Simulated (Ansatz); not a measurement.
Sn:
```xyz
2
Lattice="-2.9623 2.9623 1.6187 2.9623 -2.9623 1.6187 2.9623 2.9623 -1.6187" Properties=species:S:1:pos:R:3 pbc="T T T"
Sn     0.0000     2.9623     0.8094
Sn     0.0000     0.0000     0.0000
```

Relaxed with PBE. Special points in fractions of this cell's reciprocal vectors: Γ (0.000, 0.000, 0.000); X (0.000, 0.000, 0.500); M (-0.500, 0.500, 0.500); Z (0.325, 0.325, -0.325); Z0 (-0.325, 0.675, 0.325); P (0.250, 0.250, 0.250); N (0.000, 0.500, 0.000).

Problem. List the band energies nearest the Fermi level at these points for DFT-PBE in the program Ansatz with PAW potentials.

Solution. In eV from the Fermi level; about four levels below and three above (degenerate sets whole), none deeper than 8.9 eV; points with the same levels are listed once.

| k | below | above |
|---|---|---|
| Γ | -3.73 -1.84 -1.84 | 3.06 6.03 6.03 |
| X | -8.64 -8.64 | 0.62 0.62 1.53 1.53 |
| M | -7.41 -7.41 -4.54 -4.54 | 4.84 4.84 9.00 9.00 |
| Z | -5.52 -2.85 -2.76 -2.76 | 2.88 5.44 5.44 |
| P | -5.93 -5.93 -3.32 -3.32 | 3.47 3.47 3.77 3.77 |
| N | -5.26 -2.32 -1.58 -1.07 | 2.29 2.76 4.48 |

Space group I4_1/amd (β-Sn type). The PBE relaxation kept the symmetry of its start. Scalar-relativistic: spin–orbit coupling is off unless named, which matters more the heavier the elements.

Potentials: the later of the program's two PAW sets.
